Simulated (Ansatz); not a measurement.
KTaO₃: a ladder of calculations

Cell of run 1: an entry of the Crystallography Open Database (COD).

```
CELL_PARAMETERS angstrom
3.98830 0.00000 0.00000
0.00000 3.98830 0.00000
0.00000 0.00000 3.98830
ATOMIC_POSITIONS crystal
K 0.50000 0.50000 0.50000
Ta 0.00000 0.00000 0.00000
O 0.50000 0.00000 0.00000
O 0.00000 0.50000 0.00000
O 0.00000 0.00000 0.50000
```

Sites (sets of like atoms) are named by element and the number of their first atom in this list.

Relaxed positions (PBE, cell held):

```
CELL_PARAMETERS angstrom
3.98830 0.00000 0.00000
0.00000 3.98830 0.00000
0.00000 0.00000 3.98830
ATOMIC_POSITIONS crystal
K 0.50000 0.50000 0.50000
Ta 0.00000 0.00000 0.00000
O 0.50000 0.00000 0.00000
O 0.00000 0.50000 0.00000
O 0.00000 0.00000 0.50000
```

All runs are DFT with Ansatz 0.2.0 (plane waves and PAW, scalar-relativistic unless spin–orbit coupling is named, Γ-centred meshes, Fermi–Dirac smearing where given) in this cell.

Run 1: PBE, atoms as given; 420 eV, 5×5×5 k-points, smearing 0.02 eV.
Run 2: r2SCAN, at the relaxed atoms; 500 eV, 5×5×5 k-points, smearing 0.02 eV.
Run 3: PBE with spin–orbit coupling, at the relaxed atoms; 420 eV, 5×5×5 k-points, smearing 0.02 eV.

```csv
run,O V_zz (η)
1,2.21 (0.00)
2,?
3,2.28 (0.00)
```

V_zz in 10²¹ V/m²; 1 of the 3 sets of like atoms are followed.

Problem. Estimate the row of run 2.

Solution. O: 2.48 (0.00). It lies nearest to run 3, from whose tensors on these sites it differs by 0.20 at most (largest principal value of the difference, on O). Taken one at a time, the functional (r2SCAN with its higher cutoff) moves the tensors on these sites by up to 0.27 (largest principal value of the change, on O), spin–orbit coupling by 0.07 (O).

The cell isn't the equilibrium one in runs 1, 3 (calculated pressure 5, 5 GPa), and the entry's cell may itself be off.
